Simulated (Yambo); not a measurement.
Yambo run on BeSe (zinc blende, space group F-43m, No. 216) under isotropic strain of -1 % on all lattice vectors. The wavefunctions come from this Quantum ESPRESSO step (PBE, PseudoDojo stringent norm-conserving files, scalar-relativistic):

```
&CONTROL
  calculation = 'nscf'
  pseudo_dir = './pseudo'
  outdir = './out'
/
&SYSTEM
  ibrav = 0
  nat = 2
  ntyp = 2
  ecutwfc = 106.0
  ecutrho = 424.0
  occupations = 'fixed'
  force_symmorphic = .true.
  nbnd = 157
/
&ELECTRONS
  conv_thr = 2e-09
  diago_full_acc = .true.
  diago_thr_init = 1e-08
/
ATOMIC_SPECIES
Be 9.0122 Be.upf
Se 78.9710 Se.upf
CELL_PARAMETERS angstrom
  0.000000000000   2.539475478349   2.539475478349
  2.539475478349   0.000000000000   2.539475478349
  2.539475478349   2.539475478349   0.000000000000
ATOMIC_POSITIONS crystal
Be   0.000000000000   0.000000000000   0.000000000000
Se   0.750000000000   0.750000000000   0.750000000000
K_POINTS automatic
4 4 4 0 0 0
```

Yambo input:

```
rim_cut
gw0
dyson
el_el_corr
HF_and_locXC
ppa
em1d
RandQpts= 1000000
RandGvec= 1 Ry
EXXRLvcs= 106 Ry
VXCRLvcs= 424 Ry
Chimod= "HARTREE"
% BndsRnXp
 11 | 156 |
%
NGsBlkXp= 15 Ry
% LongDrXp
 1.0 | 1.0 | 1.0 |
%
PPAPntXp= 27.2114 eV
% GbndRnge
 1 | 156 |
%
GTermKind= "BG"
DysSolver= "n"
ExtendOut
% QPkrange
 1 | 1 | 14 | 15 |
 3 | 3 | 14 | 15 |
 7 | 7 | 14 | 15 |
%
```

k points by index: 1 = Γ, 3 = L, 7 = X.

The o-*.qp file then holds:

```
#    K-point    Band    Eo [eV]    E [eV]    E-Eo [eV]    Vxc [eV]    Vnlxc [eV]    Sc|Eo [eV]    Sc|E [eV]    dSc/dw|Eo [eV]    Re(Z)    Im(Z)
#
    1    14    0.000000    -0.837561    -0.837561    -14.89645    -17.24546    1.312567    1.511447    -6.460754    0.808126    -0.001226
    1    15    4.658963    5.085190    0.426227    -12.59928    -7.771356    -4.306118    -4.401693    -6.099902    0.816880    -0.001332
    3    14    -1.133076    -2.047135    -0.914059    -14.15892    -16.87625    1.578833    1.803272    -6.680838    0.802878    -0.001280
    3    15    4.484433    4.936577    0.452144    -11.82231    -7.078095    -4.189626    -4.292067    -6.163702    0.815318    -0.001220
    7    14    -2.792213    -3.830259    -1.038047    -13.18477    -16.51362    2.013633    2.290803    -7.264241    0.789286    -0.002477
    7    15    2.549411    2.755052    0.205642    -9.539429    -5.481343    -3.809174    -3.852445    -5.722992    0.826229    -0.001169
```
(The two width columns are left out.) Convergence of these settings isn't established.

Spin-orbit coupling is not included.

Geometry strained from the cell relaxed with PBEsol, atoms relaxed again.
